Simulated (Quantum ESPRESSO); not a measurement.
Si3FNO4, one run as intended and one with a planted mistake

Computed values, not a measurement. The program is pw.x of Quantum ESPRESSO 7.5 (plane-wave density functional theory). The cell is made up: 9 atoms on a quartz lattice, with randomly drawn elements, strain and displacements, not relaxed. PseudoDojo standard norm-conserving files (v0.5 for PBE, v0.4.1 for LDA and PBEsol) set the functional; there is no spin polarisation, spin-orbit coupling or dispersion term, and the masses in the input are unused placeholders.

Intended input:

```
&control calculation='scf', pseudo_dir='./dojo.nc.sr.pbe.v0_5.standard.upf', outdir='./o', disk_io='low', tprnfor=.true., tstress=.true. /
&system ibrav=0, nat=9, ntyp=4, nbnd=30, ecutwfc=84.00895049, nosym=.true., tot_charge=0,
 occupations='smearing', smearing='fd', degauss=0.0018374661
/
&electrons conv_thr=7.350e-09, electron_maxstep=60, /
ATOMIC_SPECIES
F 1.0 F.upf
N 1.0 N.upf
O 1.0 O.upf
Si 1.0 Si.upf
CELL_PARAMETERS angstrom
4.8373 0.0139 -0.0181
-2.4066 4.3135 0.037
-0.0199 0.0354 5.3328
ATOMIC_POSITIONS angstrom
Si 2.2887 0.0097 3.4331
Si -1.2871 2.0459 1.8444
Si 1.2944 2.2498 0.0813
F 1.2991 1.1713 4.2229
N 3.2547 0.6836 2.4354
O 2.6732 2.5409 0.5993
O 0.317 1.7452 1.1301
O -1.0631 3.208 2.9436
O 0.7833 3.7554 4.7333
K_POINTS automatic
5 5 4 1 1 1
```

The log is shortened where brackets say so; the opening notice, blank lines, dates and the lines on written files are dropped, and the path of the files is cut. It prints rydbergs, bohrs and kilobars, and counts compression as positive stress. Where no state is partly filled, the Fermi energy that it prints is only some level between the filled and the empty states on the mesh, and need not lie in the true gap.

Log of the intended run:

```
     Program PWSCF v.7.5
     Parallel version (MPI & OpenMP), running on       4 processor cores
     Number of MPI processes:                 4
     Threads/MPI process:                     1
     [start-up lines left out]
     bravais-lattice index     =            0
     lattice parameter (alat)  =       9.1413  a.u.
     unit-cell volume          =     752.0655 (a.u.)^3
     number of atoms/cell      =            9
     number of atomic types    =            4
     number of electrons       =        48.00
     number of Kohn-Sham states=           30
     kinetic-energy cutoff     =      84.0090  Ry
     charge density cutoff     =     336.0358  Ry
     scf convergence threshold =      7.3E-09
     mixing beta               =       0.7000
     number of iterations used =            8  plain     mixing
     Exchange-correlation= PBE
                           (   1   4   3   4   0   0   0)
     [axes and pseudopotential details left out]
   Cartesian axes
     site n.     atom                  positions (alat units)
         1        Si     tau(   1) = (   0.4731306   0.0020052   0.7097062  )
         2        Si     tau(   2) = (  -0.2660752   0.4229378   0.3812828  )
         3        Si     tau(   3) = (   0.2675843   0.4650890   0.0168067  )
         4        F      tau(   4) = (   0.2685559   0.2421365   0.8729773  )
         5        N      tau(   5) = (   0.6728265   0.1413169   0.5034571  )
         6        O      tau(   6) = (   0.5526162   0.5252665   0.1238900  )
         7        O      tau(   7) = (   0.0655317   0.3607758   0.2336195  )
         8        O      tau(   8) = (  -0.2197689   0.6631725   0.6085145  )
         9        O      tau(   9) = (   0.1619274   0.7763335   0.9784895  )
     number of k points=    50  Fermi-Dirac smearing, width (Ry)=  0.0018
                       cart. coord. in units 2pi/alat
        k(    1) = (   0.0999429   0.1669387   0.1126516), wk =   0.0400000
        k(    2) = (   0.1007957   0.1654692   0.3394382), wk =   0.0400000
     [further k points left out]
     Dense  grid:    78267 G-vectors     FFT dimensions: (  54,  60,  60)
     Estimated max dynamical RAM per process >     158.69 MB
     Estimated total dynamical RAM >     577.45 MB
     Initial potential from superposition of free atoms
     starting charge      47.9981, renormalised to      48.0000
     Starting wfcs are   36 randomized atomic wfcs
     total cpu time spent up to now is        2.5 secs
     per-process dynamical memory:   121.5 Mb
     Self-consistent Calculation
     iteration #  1     ecut=    84.01 Ry     beta= 0.70
     Davidson diagonalization with overlap
     ethr =  1.00E-02,  avg # of iterations =  3.1
     total cpu time spent up to now is        6.8 secs
     total energy              =    -227.17967706 Ry
     estimated scf accuracy    <       2.74903644 Ry
     iteration #  2     ecut=    84.01 Ry     beta= 0.70
     Davidson diagonalization with overlap
     ethr =  5.73E-03,  avg # of iterations =  2.9
     total cpu time spent up to now is       10.8 secs
     total energy              =    -227.93974301 Ry
     estimated scf accuracy    <       1.84592165 Ry
     [iterations 3 to 10 left out]
     iteration # 11     ecut=    84.01 Ry     beta= 0.70
     Davidson diagonalization with overlap
     ethr =  7.86E-11,  avg # of iterations =  2.0
     total cpu time spent up to now is       46.6 secs
     total energy              =    -228.29913865 Ry
     estimated scf accuracy    <          7.9E-09 Ry
     iteration # 12     ecut=    84.01 Ry     beta= 0.70
     Davidson diagonalization with overlap
     ethr =  1.64E-11,  avg # of iterations =  2.4
     total cpu time spent up to now is       50.2 secs
     End of self-consistent calculation
     [lines on levels left out]
     the Fermi energy is     6.8551 ev
!    total energy              =    -228.29913865 Ry
     estimated scf accuracy    <          7.3E-11 Ry
     smearing contrib. (-TS)   =       0.00000000 Ry
     internal energy E=F+TS    =    -228.29913865 Ry
     The total energy is F=E-TS. E is the sum of the following terms:
     one-electron contribution =    -104.62866369 Ry
     hartree contribution      =      78.55179161 Ry
     xc contribution           =     -61.29430149 Ry
     ewald contribution        =    -140.92796509 Ry
     convergence has been achieved in  12 iterations
     Forces acting on atoms (cartesian axes, Ry/au):
     atom    1 type  4   force =     0.08391896   -0.07082362    0.06335710
     atom    2 type  4   force =     0.17166383    0.04316997   -0.04135812
     atom    3 type  4   force =    -0.14726214    0.18017064   -0.06614757
     atom    4 type  1   force =    -0.03210948   -0.02262668   -0.02641682
     atom    5 type  2   force =    -0.00174568   -0.07130202   -0.01145514
     atom    6 type  3   force =     0.13788641    0.05248491   -0.01201156
     atom    7 type  3   force =    -0.12142860   -0.01954588    0.08457402
     atom    8 type  3   force =    -0.07519336   -0.02037773   -0.00634984
     atom    9 type  3   force =    -0.01572994   -0.07114957    0.01580794
     Total force =     0.413470     Total SCF correction =     0.000019
     Computing stress (Cartesian axis) and pressure
          total   stress  (Ry/bohr**3)                   (kbar)     P=      189.84
   0.00135901   0.00077370  -0.00012619          199.92      113.82      -18.56
   0.00077370   0.00116920  -0.00034230          113.82      172.00      -50.35
  -0.00012619  -0.00034230   0.00134332          -18.56      -50.35      197.61
     init_run     :      2.32s CPU      2.42s WALL (       1 calls)
     electrons    :     47.54s CPU     47.79s WALL (       1 calls)
     forces       :      0.68s CPU      0.69s WALL (       1 calls)
     stress       :      2.22s CPU      2.22s WALL (       1 calls)
     [timing details left out]
     PWSCF        :     52.83s CPU     53.21s WALL
     JOB DONE.
```

A second run has one planted mistake: the cell has the wrong charge. The input lines that differ, file-writing options aside:

```
- &system ibrav=0, nat=9, ntyp=4, nbnd=30, ecutwfc=84.00895049, nosym=.true., tot_charge=0,
+ &system ibrav=0, nat=9, ntyp=4, nbnd=30, ecutwfc=84.00895049, nosym=.true., tot_charge=1,
```

Its log:

```
     Program PWSCF v.7.5
     Parallel version (MPI & OpenMP), running on       4 processor cores
     Number of MPI processes:                 4
     Threads/MPI process:                     1
     [start-up lines left out]
     bravais-lattice index     =            0
     lattice parameter (alat)  =       9.1413  a.u.
     unit-cell volume          =     752.0655 (a.u.)^3
     number of atoms/cell      =            9
     number of atomic types    =            4
     number of electrons       =        47.00
     number of Kohn-Sham states=           30
     kinetic-energy cutoff     =      84.0090  Ry
     charge density cutoff     =     336.0358  Ry
     scf convergence threshold =      7.3E-09
     mixing beta               =       0.7000
     number of iterations used =            8  plain     mixing
     Exchange-correlation= PBE
                           (   1   4   3   4   0   0   0)
     [axes and pseudopotential details left out]
   Cartesian axes
     site n.     atom                  positions (alat units)
         1        Si     tau(   1) = (   0.4731306   0.0020052   0.7097062  )
         2        Si     tau(   2) = (  -0.2660752   0.4229378   0.3812828  )
         3        Si     tau(   3) = (   0.2675843   0.4650890   0.0168067  )
         4        F      tau(   4) = (   0.2685559   0.2421365   0.8729773  )
         5        N      tau(   5) = (   0.6728265   0.1413169   0.5034571  )
         6        O      tau(   6) = (   0.5526162   0.5252665   0.1238900  )
         7        O      tau(   7) = (   0.0655317   0.3607758   0.2336195  )
         8        O      tau(   8) = (  -0.2197689   0.6631725   0.6085145  )
         9        O      tau(   9) = (   0.1619274   0.7763335   0.9784895  )
     number of k points=    50  Fermi-Dirac smearing, width (Ry)=  0.0018
                       cart. coord. in units 2pi/alat
        k(    1) = (   0.0999429   0.1669387   0.1126516), wk =   0.0400000
        k(    2) = (   0.1007957   0.1654692   0.3394382), wk =   0.0400000
     [further k points left out]
     Dense  grid:    78267 G-vectors     FFT dimensions: (  54,  60,  60)
     Estimated max dynamical RAM per process >     158.69 MB
     Estimated total dynamical RAM >     577.45 MB
     Initial potential from superposition of free atoms
     starting charge      47.9981, renormalised to      47.0000
     Starting wfcs are   36 randomized atomic wfcs
     total cpu time spent up to now is        2.4 secs
     per-process dynamical memory:   121.5 Mb
     Self-consistent Calculation
     iteration #  1     ecut=    84.01 Ry     beta= 0.70
     Davidson diagonalization with overlap
     ethr =  1.00E-02,  avg # of iterations =  3.0
     total cpu time spent up to now is        6.7 secs
     total energy              =    -227.40444228 Ry
     estimated scf accuracy    <       3.00956387 Ry
     iteration #  2     ecut=    84.01 Ry     beta= 0.70
     Davidson diagonalization with overlap
     ethr =  6.40E-03,  avg # of iterations =  2.0
     total cpu time spent up to now is       10.6 secs
     total energy              =    -228.20432010 Ry
     estimated scf accuracy    <       1.74386837 Ry
     [iterations 3 to 11 left out]
     iteration # 12     ecut=    84.01 Ry     beta= 0.70
     Davidson diagonalization with overlap
     ethr =  6.94E-11,  avg # of iterations =  3.0
     total cpu time spent up to now is       48.3 secs
     total energy              =    -228.57380915 Ry
     estimated scf accuracy    <       0.00000001 Ry
     iteration # 13     ecut=    84.01 Ry     beta= 0.70
     Davidson diagonalization with overlap
     ethr =  2.74E-11,  avg # of iterations =  2.0
     total cpu time spent up to now is       51.6 secs
     End of self-consistent calculation
     [lines on levels left out]
     the Fermi energy is     3.0976 ev
!    total energy              =    -228.57380915 Ry
     estimated scf accuracy    <          1.5E-09 Ry
     smearing contrib. (-TS)   =      -0.00089492 Ry
     internal energy E=F+TS    =    -228.57291423 Ry
     The total energy is F=E-TS. E is the sum of the following terms:
     one-electron contribution =    -104.92344680 Ry
     hartree contribution      =      77.64274391 Ry
     xc contribution           =     -60.36424625 Ry
     ewald contribution        =    -140.92796509 Ry
     convergence has been achieved in  13 iterations
     Forces acting on atoms (cartesian axes, Ry/au):
     atom    1 type  4   force =     0.00256546   -0.10653004    0.16256705
     atom    2 type  4   force =     0.20385812    0.15070397   -0.12113105
     atom    3 type  4   force =    -0.13128786    0.15067107   -0.07934532
     atom    4 type  1   force =    -0.01774016   -0.03127507   -0.04304517
     atom    5 type  2   force =     0.02497140   -0.11333946   -0.01776825
     atom    6 type  3   force =     0.14815710    0.03243782    0.01634481
     atom    7 type  3   force =    -0.14535405   -0.02116319    0.10525461
     atom    8 type  3   force =    -0.06664326   -0.02680784   -0.01680688
     atom    9 type  3   force =    -0.01852675   -0.03469727   -0.00606980
     Total force =     0.492789     Total SCF correction =     0.000044
     Computing stress (Cartesian axis) and pressure
          total   stress  (Ry/bohr**3)                   (kbar)     P=       51.06
   0.00043744   0.00087893  -0.00018039           64.35      129.30      -26.54
   0.00087893   0.00027758  -0.00040291          129.30       40.83      -59.27
  -0.00018039  -0.00040291   0.00032620          -26.54      -59.27       47.99
     init_run     :      2.28s CPU      2.37s WALL (       1 calls)
     electrons    :     48.87s CPU     49.19s WALL (       1 calls)
     forces       :      0.66s CPU      0.66s WALL (       1 calls)
     stress       :      2.23s CPU      2.24s WALL (       1 calls)
     [timing details left out]
     PWSCF        :     54.14s CPU     54.59s WALL
     JOB DONE.
```

```
                                            intended run  run with the mistake
                          free energy (eV)     -3106.168             -3109.905
                    smearing term -TS (eV)        0.0000               -0.0122
                            pressure (GPa)         18.98                  5.11
            largest force component (eV/Å)         4.632                 5.241
largest change of a force component (eV/Å)                               2.765
                                iterations            12                    13
```

For scale, a rerun of the intended cell at a cutoff of 1437 eV and k mesh 7 x 7 x 6 moved values by no more than 0.002 eV in energy, 0.02 GPa in stress and 0.002 eV/Å in force. The charged cell sits in a uniform background, so its energy and stress rest on the program's zero of potential.